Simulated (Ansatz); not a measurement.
## Is this ZnCd2Se3 structure a true minimum?

It was reached by relaxing an invented guess, and it needn't be the stable form of this composition.

Theory: DFT PBE, scalar-relativistic, plane waves, PAW in Ansatz 0.2.0. Settings: cutoff 420 eV, Γ-centred mesh 12×12×2 on the computed 12-atom cell, Gaussian smearing of 0.02 eV; no spin polarisation.

The cell below (12 atoms, space group P3m1 (No. 156)) is relaxed within its symmetry.

```
Zn Cd Se
1.0
     4.26192    0.00000    0.00000
    -2.13096    3.69093    0.00000
     0.00000    0.00000   21.08848
Zn Cd Se
2 4 6
Direct
  0.00000 0.00000 0.50479
  0.00000 0.00000 0.83122
  0.66667 0.33333 0.99570
  0.66667 0.33333 0.34305
  0.66667 0.33333 0.66946
  0.00000 0.00000 0.16928
  0.66667 0.33333 0.12233
  0.66667 0.33333 0.47012
  0.66667 0.33333 0.79654
  0.00000 0.00000 0.29590
  0.00000 0.00000 0.62258
  0.00000 0.00000 0.94902
```

For the test it was strained at random (σ = 1.5 % a component), the atoms were moved at random (σ = 0.15 Å), and all was relaxed again on a coarse 6×6×1 mesh (in the run’s order of axes) with 0.10 eV smearing, with no symmetry imposed.

Question: Does it come back?

Answer: It returns, within 1 meV/atom of the unmoved cell on that mesh and with the same symmetry when read at 0.1 Å (P1 at 0.01 Å, so small strains and shifts remain). No instability shows in this cell; modes of other wave vectors, which need another repeat, aren't tested.
